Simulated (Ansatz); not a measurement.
A distorted cell of CdS (wurtzite):

```
CdS
1.0
    4.19618     0.00000     0.00000
   -2.09809     3.63400     0.00000
    0.00000     0.00000     6.82953
Cd S
2 2
Direct
  0.33333   0.66667   0.07384
  0.66667   0.33333   0.49917
  0.33333   0.66667   0.37563
  0.66667   0.33333   0.87563
```

All values below come from PBE (plane waves to 420 eV, PAW, scalar-relativistic; Ansatz, a quantum-chemistry and plane-wave program). k mesh 7×7×4 (Γ-centred), Fermi-Dirac smearing 0.05 eV. Energies are smeared free energies. Stress and pressure are positive under compression. CdS was relaxed with its symmetry unable to fall.

Question: What forces act on the atoms (eV/Å, Cartesian)?

Answer: 
```csv
atom,Fx,Fy,Fz
Cd1,0.000,0.000,-8.034
Cd2,0.000,0.000,0.923
S3,0.000,0.000,6.417
S4,0.000,0.000,0.694
```

Question: Give the stress tensor in GPa and the pressure.

Answer: 
```
   -1.4      0.0      0.0
    0.0     -1.4      0.0
    0.0      0.0     18.0
```
The pressure, a third of the trace, is 5.0 GPa.

Question: In it atom 1 sits (0.000, 0.000, 0.510) Å away from its relaxed site. What is its energy relative to the relaxed cell?

Answer: 1485 meV/cell.

(For displaced atoms, the force is minus the slope of the energy, and its curvature is a force constant, which sets phonon frequencies.)
